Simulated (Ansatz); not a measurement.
Input file for Ansatz (a first-principles code):

Ansatz 0.2 input:
```yaml
crystal:
  lattice:
    - [2.797442357, 0.0, 0.0]
    - [0.0, 2.797442357, 0.0]
    - [0.0, 0.0, 2.797442357]
  atoms:
    - { symbol: Be, position: [0.0, 0.0, 0.0] }
    - { symbol: Pd, position: [0.5, 0.5, 0.5] }
kpoints:
  mp_grid: { grid: [11, 11, 11] }
  band_path:
    path:
      - [[0.0, 0.0, 0.0], [0.0, 0.5, 0.0], [0.5, 0.5, 0.0], [0.0, 0.0, 0.0], [0.5, 0.5, 0.5], [0.0, 0.5, 0.0]]  # Γ-X-M-Γ-R-X
      - [[0.5, 0.5, 0.5], [0.5, 0.5, 0.0]]  # R-M
    npoints: 12
basis: { xc_grid: 2 }
hamiltonian:
  xc: pbesol
  pseudopotentials: { kind: paw }
magnetization: { noncollinear: true, spin_orbit: true }
scf:
  n_extra_bands: 12
  convergence: { dr2_threshold: 0.0000000001 }
  occupations: { method: gaussian, width: 0.05 }
output: { eigenvalues: true }
```

Output (shortened):

```
Pseudopotential: Be, paw_fr, valence charge 2
Pseudopotential: Pd, paw_fr, valence charge 18
Functional definition: PBEsol
non-collinear run that drives no moment, with spin-orbit …
Crystal: 2 atoms, lattice volume = 21.892 Å³
Basis set: ecut = 420 eV, 437 PW (Γ), exchange–correlation on 40×40×40 points (8 copies of the dense FFT grid, shifted against one another)
Bands: 32, of which v1, the nominal top of the filled ones, is band 20 counted from 1 (19 counted from 0)
Symmetry: 48 space group operations + 48 with time reversal
k-points: 56 of 1331
Projection manifold: j_resolved (fully-relativistic pseudo-atomic orbitals)
SCF iter   1: F=—  HF=-7003.868661 eV  |F-HF|=—  |Δ(HF+E_count)|=         —  Δρ=2.41e-1  dr2=1.66e1  dr2_m=0.00e0 (ungated)  ethr=3.10e-3  |M|=0.00e0 ∫|m|=0.00e0 μB  |m|>n=0.0e0 m-floor=0.0e0 τ_xc=0.0e0  β_m=0.30  ⟨swp⟩=6.2  Hψ=4452  notcnv=0  defer=48
preconditioner: auto → none
SCF iter   2: F=—  HF=-7000.506341 eV  |F-HF|=—  |Δ(HF+E_count)|=    3.36e0  Δρ=7.76e-2  dr2=8.69e-1  dr2_m=0.00e0 (ungated)  ethr=3.10e-3  |M|=0.00e0 ∫|m|=0.00e0 μB  |m|>n=0.0e0 m-floor=0.0e0 τ_xc=0.0e0  β_m=0.28  ⟨swp⟩=3.0  Hψ=2052  notcnv=0  defer=296
SCF iter   3: F=—  HF=-7000.299691 eV  |F-HF|=—  |Δ(HF+E_count)|=   2.07e-1  Δρ=3.18e-2  dr2=7.14e-2  dr2_m=0.00e0 (ungated)  ethr=3.10e-3  |M|=0.00e0 ∫|m|=0.00e0 μB  |m|>n=0.0e0 m-floor=0.0e0 τ_xc=0.0e0  β_m=0.52  ⟨swp⟩=2.8  Hψ=1631  notcnv=0  defer=308
SCF iter   4: F=—  HF=-7000.268277 eV  |F-HF|=—  |Δ(HF+E_count)|=   3.14e-2  Δρ=3.47e-3  dr2=9.72e-4  dr2_m=0.00e0 (ungated)  ethr=3.57e-4  |M|=0.00e0 ∫|m|=0.00e0 μB  |m|>n=0.0e0 m-floor=0.0e0 τ_xc=0.0e0  β_m=0.52  ⟨swp⟩=3.0  Hψ=1608  notcnv=0  defer=308
SCF iter   5: F=—  HF=-7000.267982 eV  |F-HF|=—  |Δ(HF+E_count)|=   2.95e-4  Δρ=6.08e-4  dr2=1.88e-5  dr2_m=0.00e0 (ungated)  ethr=4.86e-6  |M|=0.00e0 ∫|m|=0.00e0 μB  |m|>n=0.0e0 m-floor=0.0e0 τ_xc=0.0e0  β_m=0.76  ⟨swp⟩=2.1  Hψ=1301  notcnv=0  defer=308
SCF iter   6: F=—  HF=-7000.267986 eV  |F-HF|=—  |Δ(HF+E_count)|=   4.84e-6  Δρ=3.38e-5  dr2=3.37e-7  dr2_m=0.00e0 (ungated)  ethr=9.41e-8  |M|=0.00e0 ∫|m|=0.00e0 μB  |m|>n=0.0e0 m-floor=0.0e0 τ_xc=0.0e0  β_m=0.78  ⟨swp⟩=2.1  Hψ=1217  notcnv=0  defer=308
SCF iter   7: F=—  HF=-7000.267984 eV  |F-HF|=—  |Δ(HF+E_count)|=   2.24e-6  Δρ=1.41e-5  dr2=3.56e-8  dr2_m=0.00e0 (ungated)  ethr=1.68e-9  |M|=0.00e0 ∫|m|=0.00e0 μB  |m|>n=0.0e0 m-floor=0.0e0 τ_xc=0.0e0  β_m=0.89  ⟨swp⟩=1.1  Hψ=766  notcnv=0  defer=308
SCF iter   8: F=-7000.267984 eV  HF=-7000.267984 eV  |F-HF|=6.37e-12  |Δ(HF+E_count)|=   1.48e-8  Δρ=2.74e-7  dr2=1.04e-11  dr2_m=0.00e0 (ungated)  ethr=1.00e-12  |M|=0.00e0 ∫|m|=0.00e0 μB  |m|>n=0.0e0 m-floor=0.0e0 τ_xc=0.0e0  ⟨swp⟩=7.5  Hψ=4119  notcnv=0
SCF 1 converged in 8 iterations: F = -7000.267984 eV  dr2 = 1.04e-11
NSCF: frozen V_eff on 74 k-points
SCF converged after 8 iterations
Magnetization: |M| = 0.0000 μB,  M = (+0.0000, +0.0000, +0.0000) μB
Absolute magnetization: 0.0000 μB (∫|m|)
  site 0: m = (+0.0000, +0.0000, +0.0000) μB, |m| = 0.0000 μB  (R = 1.00 Å)
  site 1: m = (+0.0000, +0.0000, +0.0000) μB, |m| = 0.0000 μB  (R = 1.00 Å)
Free energy (F): -7000.267984 eV
Harris-Foulkes:  -7000.267984 eV  (|F-HF|=6.37e-12)
Internal energy: -7000.266767 eV  (E = F + TS)
E sigma→0 (E₀):  -7000.267375 eV
Entropy (-TS):   -0.001217 eV (-0.609 meV/atom)
Fermi energy:    17.203177 eV
--- Per-component energies (eV) ---
  E_band       = -187.021414
  E_kinetic    = 534.441546
  E_local      = -2182.518787  (includes V_loc(G=0)·N_el)
  E_nonlocal   = 220.720821
  E_hartree    = 901.914967
  E_xc         = -188.535881
  E_vxc        = -233.668828  (∫ρ·V_xc dr)
  E_paw        = -3742.812071  (= ΣΔE_a)
  E_vpaw       = -329.826443  (= ΣTr[D̂ρ^β])
  E_aug_tail   = 0.000215  (compensation charges beyond the density's cutoff)
  E_ewald      = -2543.791516
  E_core_change = 0.313939  (= ΣΔE_core)
  E_smearing   = -0.001217  (= −TS)
  E_closure    = 0.000000  (closes the sum)
  Σ components = -7000.267984   (vs F -7000.267984, Δ=0.00e0)
  [band-id]    e_kinetic+e_local+e_nonlocal+2·e_hartree+e_vxc+e_vpaw+e_augmentation_tail = -187.021542   (vs E_band -187.021414, Δ=-1.28e-4)
--- Band table (eV; the first three rows and the last of 56) ---
  k-point 0: bands = ["-68.2441", "-68.2441", "-37.0310", "-37.0310", "-32.5146", "-32.5146", "-32.5146", "-32.5146", "7.3504", "7.3504", "11.4083", "11.4083", "11.4083", "11.4083", "14.6964", "14.6964", "14.6964", "14.6964", "15.0075", "15.0075", "22.4048", …
  k-point 1: bands = ["-68.2429", "-68.2429", "-37.0345", "-37.0345", "-32.5254", "-32.5254", "-32.5131", "-32.5131", "7.5113", "7.5113", "11.4449", "11.4449", "11.4927", "11.4927", "14.5378", "14.5378", "14.6274", "14.6274", "14.9248", "14.9248", "21.9525", …
  k-point 2: bands = ["-68.2396", "-68.2396", "-37.0437", "-37.0437", "-32.5542", "-32.5542", "-32.5092", "-32.5092", "7.9678", "7.9678", "11.5447", "11.5447", "11.7239", "11.7239", "14.1516", "14.1516", "14.3074", "14.3074", "14.8791", "14.8791", "20.6175", …
  k-point 55: bands = ["-68.2002", "-68.2002", "-37.1507", "-37.1507", "-32.6765", "-32.6765", "-32.6762", "-32.6762", "10.5945", "10.5945", "10.6371", "10.6371", "10.8002", "10.8002", "15.7577", "15.7577", "15.7784", "15.7784", "21.1299", "21.1299", …
```

Cost: very roughly 12 core-seconds on shared cores.

Space group Pm-3m (CsCl type). The workflow started from a Materials Project entry (that database holds measured and hypothetical structures alike); the Crystallography Open Database files this formula in space group No. 221, but the cells were not matched. Its standing as an ambient phase is unchecked. The PBEsol relaxation kept the symmetry of its start; of distortions, only those at the zone centre were tested. The run is not spin-polarised.

Potentials: the later of the program's two PAW sets.

Ansatz is a plane-wave DFT program.
